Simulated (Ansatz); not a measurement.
**TiOs: do energies and stresses tell the same story?**

Method: DFT r2SCAN, scalar-relativistic, plane waves, PAW (Ansatz 0.2.0).

Settings: cutoff 500 eV, Γ-centred mesh 14×14×14 on the computed 2-atom cell, Gaussian smearing of 0.10 eV; no spin polarisation.

Relaxed cell: Pm-3m, a = 3.081 Å, b = 3.081 Å, c = 3.081 Å, α = 90.00°, β = 90.00°, γ = 90.00°, 2 atoms in the primitive cell. Whether it is the stable form of this composition wasn't checked.

Energies at zero smearing and pressures from the stress tensor, at volumes with shape and atoms relaxed:
```tsv
V (Å³/atom)	E − E(first) (meV/atom)	P (GPa)
12.868	0.00	43.87
13.306	-101.10	30.23
13.745	-167.51	18.56
14.184	-204.36	8.55
14.622	-215.78	0.00
15.061	-205.57	-7.29
15.500	-176.91	-13.52
16.084	-114.54	-20.43
```

Problem. Check P = −dE/dV between neighbouring volumes, and get the bulk modulus from the pressures alone.

Solution. With 1 eV/Å³ = 160.2 GPa:
```
middle V (Å³/atom)  −ΔE/ΔV (GPa) mean P (GPa)
            13.087        36.927        37.048
            13.526        24.256        24.393
            13.964        13.459        13.556
            14.403         4.169         4.278
            14.842        -3.729        -3.646
            15.280       -10.468       -10.407
            15.792       -17.086       -16.976
```

The two differ by 0.14 GPa at most. The mean of two end pressures misses the average over a step by about ΔV² P″/12, up to 0.17 GPa here; with that taken off 0.05 GPa remains. The stress is the derivative of the free energy, not of the energy at zero smearing, and with free energies 0.01 GPa remains. Around V = 14.622 Å³/atom, the two neighbours give B = −V ΔP/ΔV = 14.622 × 15.85 / 0.877 = 264.1 GPa, against B0 = 262.5 GPa from the Birch–Murnaghan fit of the energies.

Spin–orbit coupling is left out, which can shift energies with elements as heavy as these.